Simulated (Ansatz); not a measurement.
## Notes on FeCO$_{3}$

```
Fe C O
1.0
     2.23282    1.28912    4.37439
    -2.23282    1.28912    4.37439
     0.00000   -2.57824    4.37439
Fe C O
2 2 6
Direct
  0.00000 0.00000 0.00000
  0.50000 0.50000 0.50000
  0.25000 0.25000 0.25000
  0.75000 0.75000 0.75000
  0.52880 0.97120 0.25000
  0.25000 0.52880 0.97120
  0.97120 0.25000 0.52880
  0.47120 0.02880 0.75000
  0.75000 0.47120 0.02880
  0.02880 0.75000 0.47120
```

Method: r2SCAN, no spin polarisation; PAW, plane waves to 500 eV, 7×7×7 Γ-centred mesh, gaussian occupations (width 0.0399 eV) (Ansatz 0.2.0), atoms fixed.

(1) Which orbitals make up the band edges?

(2) What is the formation energy?

(3) What does the stress say?

(4) Where is the largest force?

(5) Is there a gap, and of what kind?

Origin: a database entry at a rescaled volume. Caveats: no spin polarisation, so a magnetic state may lie lower; forces this large suggest misplaced atoms in the database entry; atoms or cell far from equilibrium.

## Answers

(1) Within 0.7 eV of the edges, the states project mainly on Fe d (91 %) below the gap and on Fe d (70 %) and O p (15 %) above it.

(2) -1.16 eV an atom against the elements' usual phases (free molecules for gases, crystals otherwise, with no correction for O₂ or N₂), so it is bound against them; other compounds may still compete. Relaxing would lower it.

(3) The pressure is 26.6 GPa (compression positive), so with the atoms held at these fractions the cell would first expand; the forces are large, so a full relaxation may end otherwise. The principal stresses 17.6, 31.1, 31.1 GPa differ, so its shape would change too.

(4) The largest is on O7 (and as large on other atoms): 2.70 eV/Å, components (-1.35, -2.34, 0.00). It makes 180° with the line to a nearest neighbour, C3 at 1.25 Å, pointing away from it.

(5) The gap is 1.72 eV, indirect (the least direct gap found is 1.82 eV). A semilocal functional usually gives too small a gap.
